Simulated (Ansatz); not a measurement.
**Property card for Cd$_{4}$TeSe$_{3}$**

Cd4TeSe3:
```yaml
crystal:
  lattice:
    - [4.41776, 0.00000, 0.00000]
    - [0.00000, 8.83636, 0.00000]
    - [0.00000, 0.00000, 6.21789]
  atoms:
    - { symbol: Cd, position: [0.00000, 0.23837, 0.00903] }
    - { symbol: Cd, position: [0.00000, 0.76163, 0.00903] }
    - { symbol: Cd, position: [0.50000, 0.00000, 0.50900] }
    - { symbol: Cd, position: [0.50000, 0.50000, 0.47230] }
    - { symbol: Te, position: [0.00000, 0.50000, 0.75064] }
    - { symbol: Se, position: [0.50000, 0.24177, 0.25029] }
    - { symbol: Se, position: [0.50000, 0.75823, 0.25029] }
    - { symbol: Se, position: [0.00000, 0.00000, 0.74942] }
```

Space group Pmm2 (No. 25); conventional cell a = 4.4178 Å, b = 8.8364 Å, c = 6.2179 Å, α = 90.00°, β = 90.00°, γ = 90.00°.

Method: r²SCAN in the plane-wave PAW code Ansatz. Geometry: relaxed at this level of theory. Other levels are named where they apply.

**Cell and energy**

```json
{
  "volume_per_atom": "30.34 Å³",
  "density": "5.57 g/cm³",
  "Formation energy from the elements (no fitted shifts)": "-0.71 eV/atom"
}
```

**Electronic structure**

```json
{
  "band_gap": "0.85 eV (direct)",
  "valence_band_maximum": "at Γ",
  "conduction_band_minimum": "at Γ",
  "electron_effective_mass": "0.089 mₑ (isotropic)",
  "Electron effective mass with spin–orbit coupling": "0.085 mₑ (isotropic)",
  "hole_effective_mass": "0.087, 0.87, 13 mₑ (principal values)",
  "Hole effective mass with spin–orbit coupling": "0.095, 0.41, 0.41 mₑ (principal values)",
  "HSE06 gap on the r²SCAN cell": "1.26 eV",
  "Gap with spin–orbit coupling": "0.73 eV"
}
```

**Mechanics**

```json
{
 "Bulk modulus (Birch–Murnaghan fit)": "482 kbar",
 "Pressure derivative B′": "4.6",
 "Elastic constants (relaxed ions, GPa)": "C11 = 73.5, C22 = 73.4, C33 = 58.9, C12 = 29.3, C13 = 42.4, C23 = 42.5, C44 = 21.5, C55 = 21.5, C66 = 8.7",
 "mechanical_stability": "stable (all eigenvalues of C positive)",
 "hill_bulk_and_shear_moduli": "48.3 and 14.9 GPa",
 "Young's modulus": "40.6 GPa",
 "Poisson's ratio": "0.36",
 "debye_temperature_from_the_elastic_constants": "176 K",
 "Piezoelectric stress constants (proper, relaxed ions, C/m²)": "e15 = e31 = 0.12, e24 = -0.13, e32 = -0.12"
}
```

**Phonons**

```json
{
 "Highest zone-centre frequency (without LO–TO term)": "183 cm⁻¹",
 "zone_centre_stability": "no imaginary mode at Γ"
}
```

**Charges**

```json
{
  "bader_charges": "Cd +0.71 to +0.83, Te -0.62, Se -0.82 e"
}
```

The workflow started from a Materials Project entry (that database holds measured and hypothetical structures alike); the Crystallography Open Database copy checked does not list it. Whether it is the stable phase at ambient conditions was not checked. Symmetry was held in the r²SCAN relaxation. Signs of piezoelectric constants follow the polarity of the cell as given. The references are the lowest solids computed at this level, not always the standard phases. Scalar-relativistic: spin–orbit coupling is off unless named, which matters more the heavier the elements.

Potentials: the later of the program's two PAW sets.
